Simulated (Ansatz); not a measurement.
**Question.** Hf (hcp (Mg type), P6_3/mmc) is relaxed with r²SCAN in the plane-wave PAW code Ansatz. What lattice parameters of the conventional cell result?

**Answer.** a = 3.198 Å, c = 5.046 Å.

Symmetry was held in the r²SCAN relaxation. No spin polarisation was allowed. Axis ratios of metals converge slowly with the k-mesh, so a and c are less sure than the volume. Spin–orbit coupling is left out wherever it is not named.

Potentials: the earlier of the program's two PAW sets.
